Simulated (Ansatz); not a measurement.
**MoS2 (2H-MoS2 type, space group P6_3/mmc): map of one atom of the cell**

Starting cell, MoS₂ (2H-MoS2 type, space group P6_3/mmc):

```xyz
6
Lattice="3.1494 0.0000 0.0000 -1.5747 2.7274 0.0000 0.0000 0.0000 12.0903" Properties=species:S:1:pos:R:3 pbc="T T T"
Mo     0.0000     1.8183     3.0226
Mo     1.5747     0.9091     9.0677
S      0.0000     1.8183     7.5019
S      1.5747     0.9091     1.4568
S      1.5747     0.9091     4.5884
S      0.0000     1.8183    10.6335
```

In this cell atom 6 (S, nearest neighbour Mo at 2.400 Å; its periodic images, 3.1 Å or more away, move with it) is moved by u·(0.707, 0.707, 0.000) + v·(0.000, 0.000, 1.000); the rest is frozen.

Method: PBE-D3(BJ) (plane waves to 420 eV, PAW, scalar-relativistic; Ansatz, an electronic-structure program). k mesh 10×10×3 (Γ-centred), Fermi-Dirac smearing 0.05 eV. The energy includes the smearing's −TS. Compression counts positive. Points where atoms come too close for the PAW data are left out (x in tables, blank in figures). As the smearing reaches across the gap at some points, energies and forces of such displacements shift with the k mesh and the smearing. MoS2 is run without spin polarisation. MoS2 was relaxed with its symmetry unable to fall. The zero of ΔE is the undisplaced structure. Axes are in Å.

ΔE (meV/cell), with u across and v down:

```csv
v \ u,-0.360,-0.180,0.000,0.180,0.360
-0.360,x,1786,1405,1724,2551
-0.180,1402,579,323,545,1137
0.000,693,167,0,150,559
0.180,683,354,247,346,620
0.360,1115,915,848,912,1089
```

P (GPa), with u across and v down:

```
v \ u   -0.360  -0.180  0.000  0.180  0.360
------  ------  ------  -----  -----  -----
-0.360       x    13.8   12.6   13.6   16.0
-0.180     8.9     6.2    5.4    6.1    7.9
0.000      2.4     0.6    0.0    0.5    1.8
0.180     -2.0    -3.3   -3.6   -3.3   -2.4
0.360     -4.8    -5.6   -5.8   -5.6   -5.0
```

Read from the data:

```
Quantity                                                 Result
------------------------  -------------------------------------
Lowest place on the grid  u = 0.000 Å, v = 0.000 Å (0 meV/cell)
```

(A displaced cell: forces are minus the slopes of the energy, force constants its curvatures, and phonons follow from these.)
